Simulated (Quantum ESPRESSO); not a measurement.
## Zr3Mg3RuW (one run as intended and one with a planted mistake)

Simulated, not a measurement. The program is pw.x of Quantum ESPRESSO 7.5 (plane-wave density functional theory). The cell is made up: eight metal atoms on a face-centred cubic lattice, with elements, volume, strain and displacements drawn at random and not relaxed, so it may be unstable or far from any real phase. PseudoDojo standard norm-conserving files set the functional (PBE unless stated); there is no spin polarisation or spin-orbit coupling, the Fermi-Dirac width of 0.25 eV means electrons at about 2900 K, and the masses in the input are unused placeholders. Heavy elements are run without spin-orbit coupling, which real alloys of them have. A spin test at this wide smearing found no moment, but such smearing suppresses magnetism that the real alloy may have.

Intended input:

```
&control calculation='scf', pseudo_dir='./dojo.nc.sr.pbe.v0_5.standard.upf', outdir='./o', disk_io='minimal', tprnfor=.true., tstress=.true. /
&system ibrav=0, nat=8, ntyp=4, nbnd=62, ecutwfc=84.00895049, nosym=.true., tot_charge=0,
 occupations='smearing', smearing='fd', degauss=0.0183746611
/
&electrons conv_thr=1.470e-08, electron_maxstep=70, mixing_beta=0.5 /
ATOMIC_SPECIES
Mg 1.0 Mg.upf
Ru 1.0 Ru.upf
W 1.0 W.upf
Zr 1.0 Zr.upf
CELL_PARAMETERS angstrom
0.0 4.4456 0.0
-4.4456 0.0 -4.4456
-4.4456 0.0 4.4456
ATOMIC_POSITIONS angstrom
Zr 0.0881 0.028 0.1705
Mg -2.2437 0.057 2.2672
Zr -2.26 -0.036 -2.2805
Zr -4.3497 -0.0547 0.0002
Mg -2.3228 2.2707 0.0345
Mg -4.4734 2.2355 2.2019
Ru -4.47 2.2603 -2.141
W -6.6653 2.216 -0.0072
K_POINTS automatic
5 4 4 1 1 1
```

The log is shortened where brackets say so; the opening notice, blank lines, dates and the lines on written files are dropped, and the path of the files is cut. It prints rydbergs, bohrs and kilobars, and counts compression as positive stress. Its total energy is the free energy E - TS of the whole cell.

Log of the intended run:

```
     Program PWSCF v.7.5
     Parallel version (MPI & OpenMP), running on       4 processor cores
     Number of MPI processes:                 4
     Threads/MPI process:                     1
     [start-up lines left out]
     bravais-lattice index     =            0
     lattice parameter (alat)  =       8.4010  a.u.
     unit-cell volume          =    1185.8172 (a.u.)^3
     number of atoms/cell      =            8
     number of atomic types    =            4
     number of electrons       =        96.00
     number of Kohn-Sham states=           62
     kinetic-energy cutoff     =      84.0090  Ry
     charge density cutoff     =     336.0358  Ry
     scf convergence threshold =      1.5E-08
     mixing beta               =       0.5000
     number of iterations used =            8  plain     mixing
     Exchange-correlation= PBE
                           (   1   4   3   4   0   0   0)
     [axes and pseudopotential details left out]
   Cartesian axes
     site n.     atom                  positions (alat units)
         1        Zr     tau(   1) = (   0.0198173   0.0062984   0.0383525  )
         2        Mg     tau(   2) = (  -0.5047013   0.0128217   0.5099874  )
         3        Zr     tau(   3) = (  -0.5083678  -0.0080979  -0.5129791  )
         4        Zr     tau(   4) = (  -0.9784281  -0.0123043   0.0000450  )
         5        Mg     tau(   5) = (  -0.5224942   0.5107747   0.0077605  )
         6        Mg     tau(   6) = (  -1.0062534   0.5028568   0.4952987  )
         7        Ru     tau(   7) = (  -1.0054886   0.5084353  -0.4815998  )
         8        W      tau(   8) = (  -1.4993027   0.4984704  -0.0016196  )
     number of k points=    40  Fermi-Dirac smearing, width (Ry)=  0.0184
                       cart. coord. in units 2pi/alat
        k(    1) = (  -0.1250000   0.1000000   0.0000000), wk =   0.0500000
        k(    2) = (  -0.2500000   0.1000000   0.1250000), wk =   0.0500000
     [further k points left out]
     Dense  grid:   123249 G-vectors     FFT dimensions: (  50,  72,  72)
     Estimated max dynamical RAM per process >     344.20 MB
     Estimated total dynamical RAM >       1.26 GB
     Initial potential from superposition of free atoms
     starting charge      95.9892, renormalised to      96.0000
     Starting wfcs are   65 randomized atomic wfcs
     total cpu time spent up to now is        4.7 secs
     per-process dynamical memory:   253.4 Mb
     Self-consistent Calculation
     iteration #  1     ecut=    84.01 Ry     beta= 0.50
     Davidson diagonalization with overlap
     ethr =  1.00E-02,  avg # of iterations =  4.5
     total cpu time spent up to now is       14.0 secs
     total energy              =   -1013.22215348 Ry
     estimated scf accuracy    <       1.14348657 Ry
     iteration #  2     ecut=    84.01 Ry     beta= 0.50
     Davidson diagonalization with overlap
     ethr =  1.19E-03,  avg # of iterations =  4.8
     total cpu time spent up to now is       24.4 secs
     total energy              =   -1013.14210528 Ry
     estimated scf accuracy    <       9.70522623 Ry
     [iterations 3 to 14 left out]
     iteration # 15     ecut=    84.01 Ry     beta= 0.50
     Davidson diagonalization with overlap
     ethr =  7.86E-10,  avg # of iterations =  1.4
     total cpu time spent up to now is      131.7 secs
     total energy              =   -1013.87032354 Ry
     estimated scf accuracy    <       0.00000014 Ry
     iteration # 16     ecut=    84.01 Ry     beta= 0.50
     Davidson diagonalization with overlap
     ethr =  1.46E-10,  avg # of iterations =  2.0
     total cpu time spent up to now is      139.4 secs
     End of self-consistent calculation
     [lines on levels left out]
!    total energy              =   -1013.87032355 Ry
     estimated scf accuracy    <          7.8E-09 Ry
     smearing contrib. (-TS)   =      -0.13744707 Ry
     internal energy E=F+TS    =   -1013.73287648 Ry
     The total energy is F=E-TS. E is the sum of the following terms:
     one-electron contribution =    -448.72231920 Ry
     hartree contribution      =     241.05381346 Ry
     xc contribution           =    -174.35308534 Ry
     ewald contribution        =    -631.71128541 Ry
     convergence has been achieved in  16 iterations
     Forces acting on atoms (cartesian axes, Ry/au):
     atom    1 type  4   force =     0.00851715   -0.00131202    0.00383718
     atom    2 type  1   force =     0.01901494   -0.00479047    0.01878812
     atom    3 type  4   force =    -0.00667478    0.00606818   -0.01760634
     atom    4 type  4   force =    -0.07788015    0.01458402   -0.05007236
     atom    5 type  1   force =     0.02962082   -0.01298523    0.00135522
     atom    6 type  1   force =     0.00388507   -0.00454298    0.01661054
     atom    7 type  2   force =    -0.00067357   -0.00040577    0.01971329
     atom    8 type  3   force =     0.02419051    0.00338428    0.00737435
     Total force =     0.111368     Total SCF correction =     0.000403
     Computing stress (Cartesian axis) and pressure
          total   stress  (Ry/bohr**3)                   (kbar)     P=      -86.14
  -0.00047099  -0.00004919   0.00008990          -69.29       -7.24       13.22
  -0.00004919  -0.00075019  -0.00003346           -7.24     -110.36       -4.92
   0.00008990  -0.00003346  -0.00053543           13.22       -4.92      -78.76
     init_run     :      4.53s CPU      4.68s WALL (       1 calls)
     electrons    :    133.67s CPU    134.67s WALL (       1 calls)
     forces       :      1.26s CPU      1.28s WALL (       1 calls)
     stress       :      4.34s CPU      4.34s WALL (       1 calls)
     [timing details left out]
     PWSCF        :   2m23.85s CPU   2m25.09s WALL
     JOB DONE.
```

A second run has one planted mistake: two atoms have their elements exchanged. The input lines that differ:

```
- Mg -4.4734 2.2355 2.2019
+ W -4.4734 2.2355 2.2019
- W -6.6653 2.216 -0.0072
+ Mg -6.6653 2.216 -0.0072
```

Its log:

```
     Program PWSCF v.7.5
     Parallel version (MPI & OpenMP), running on       4 processor cores
     Number of MPI processes:                 4
     Threads/MPI process:                     1
     [start-up lines left out]
     bravais-lattice index     =            0
     lattice parameter (alat)  =       8.4010  a.u.
     unit-cell volume          =    1185.8172 (a.u.)^3
     number of atoms/cell      =            8
     number of atomic types    =            4
     number of electrons       =        96.00
     number of Kohn-Sham states=           62
     kinetic-energy cutoff     =      84.0090  Ry
     charge density cutoff     =     336.0358  Ry
     scf convergence threshold =      1.5E-08
     mixing beta               =       0.5000
     number of iterations used =            8  plain     mixing
     Exchange-correlation= PBE
                           (   1   4   3   4   0   0   0)
     [axes and pseudopotential details left out]
   Cartesian axes
     site n.     atom                  positions (alat units)
         1        Zr     tau(   1) = (   0.0198173   0.0062984   0.0383525  )
         2        Mg     tau(   2) = (  -0.5047013   0.0128217   0.5099874  )
         3        Zr     tau(   3) = (  -0.5083678  -0.0080979  -0.5129791  )
         4        Zr     tau(   4) = (  -0.9784281  -0.0123043   0.0000450  )
         5        Mg     tau(   5) = (  -0.5224942   0.5107747   0.0077605  )
         6        W      tau(   6) = (  -1.0062534   0.5028568   0.4952987  )
         7        Ru     tau(   7) = (  -1.0054886   0.5084353  -0.4815998  )
         8        Mg     tau(   8) = (  -1.4993027   0.4984704  -0.0016196  )
     number of k points=    40  Fermi-Dirac smearing, width (Ry)=  0.0184
                       cart. coord. in units 2pi/alat
        k(    1) = (  -0.1250000   0.1000000   0.0000000), wk =   0.0500000
        k(    2) = (  -0.2500000   0.1000000   0.1250000), wk =   0.0500000
     [further k points left out]
     Dense  grid:   123249 G-vectors     FFT dimensions: (  50,  72,  72)
     Estimated max dynamical RAM per process >     344.20 MB
     Estimated total dynamical RAM >       1.26 GB
     Initial potential from superposition of free atoms
     starting charge      95.9892, renormalised to      96.0000
     Starting wfcs are   65 randomized atomic wfcs
     total cpu time spent up to now is        4.2 secs
     per-process dynamical memory:   253.4 Mb
     Self-consistent Calculation
     iteration #  1     ecut=    84.01 Ry     beta= 0.50
     Davidson diagonalization with overlap
     ethr =  1.00E-02,  avg # of iterations =  4.1
     total cpu time spent up to now is       13.5 secs
     total energy              =   -1013.22326461 Ry
     estimated scf accuracy    <       1.06067068 Ry
     iteration #  2     ecut=    84.01 Ry     beta= 0.50
     Davidson diagonalization with overlap
     ethr =  1.10E-03,  avg # of iterations =  4.8
     total cpu time spent up to now is       23.8 secs
     total energy              =   -1013.19371153 Ry
     estimated scf accuracy    <      10.16094418 Ry
     [iterations 3 to 15 left out]
     iteration # 16     ecut=    84.01 Ry     beta= 0.50
     Davidson diagonalization with overlap
     ethr =  2.27E-11,  avg # of iterations =  5.0
     total cpu time spent up to now is      138.6 secs
     total energy              =   -1013.85631449 Ry
     estimated scf accuracy    <       0.00000002 Ry
     iteration # 17     ecut=    84.01 Ry     beta= 0.50
     Davidson diagonalization with overlap
     ethr =  1.91E-11,  avg # of iterations =  2.0
     total cpu time spent up to now is      146.4 secs
     End of self-consistent calculation
     [lines on levels left out]
!    total energy              =   -1013.85631449 Ry
     estimated scf accuracy    <          9.1E-10 Ry
     smearing contrib. (-TS)   =      -0.13271957 Ry
     internal energy E=F+TS    =   -1013.72359492 Ry
     The total energy is F=E-TS. E is the sum of the following terms:
     one-electron contribution =    -441.82740364 Ry
     hartree contribution      =     237.63215419 Ry
     xc contribution           =    -174.35972185 Ry
     ewald contribution        =    -635.16862362 Ry
     convergence has been achieved in  17 iterations
     Forces acting on atoms (cartesian axes, Ry/au):
     atom    1 type  4   force =    -0.04943721   -0.00322750   -0.02961832
     atom    2 type  1   force =     0.00162751   -0.00459753    0.00374358
     atom    3 type  4   force =     0.04089453    0.00343661    0.03200375
     atom    4 type  4   force =    -0.04285623    0.01134478    0.00745910
     atom    5 type  1   force =     0.02779189   -0.01329998    0.00054353
     atom    6 type  3   force =    -0.01070159    0.00128697    0.00089367
     atom    7 type  2   force =     0.02408799    0.00314595   -0.00896695
     atom    8 type  1   force =     0.00859310    0.00191070   -0.00605836
     Total force =     0.099751     Total SCF correction =     0.000099
     Computing stress (Cartesian axis) and pressure
          total   stress  (Ry/bohr**3)                   (kbar)     P=      -89.87
  -0.00031834  -0.00002275   0.00000266          -46.83       -3.35        0.39
  -0.00002275  -0.00087596  -0.00000817           -3.35     -128.86       -1.20
   0.00000266  -0.00000817  -0.00063838            0.39       -1.20      -93.91
     init_run     :      4.01s CPU      4.16s WALL (       1 calls)
     electrons    :    141.36s CPU    142.19s WALL (       1 calls)
     forces       :      1.27s CPU      1.29s WALL (       1 calls)
     stress       :      4.29s CPU      4.29s WALL (       1 calls)
     [timing details left out]
     PWSCF        :   2m31.01s CPU   2m32.06s WALL
     JOB DONE.
```

|  | intended run | run with the mistake |
| --- | --- | --- |
| free energy (eV) | -13794.408 | -13794.218 |
| entropy term -TS, part of it (eV) | -1.870 | -1.806 |
| pressure (GPa) | -8.61 | -8.99 |
| size of the largest force component (eV/Å) | 2.002 | 1.271 |
| largest change of a force component (eV/Å) |  | 1.490 |
| iterations | 16 | 17 |

For scale, a rerun of the intended cell at a higher cutoff and on a denser mesh moved values by no more than 0.004 eV in energy, 0.02 GPa in stress and 0.009 eV/Å in force, and a second program with other atomic files agreed on that cell to 2 % rms in force and 0.5 GPa in pressure.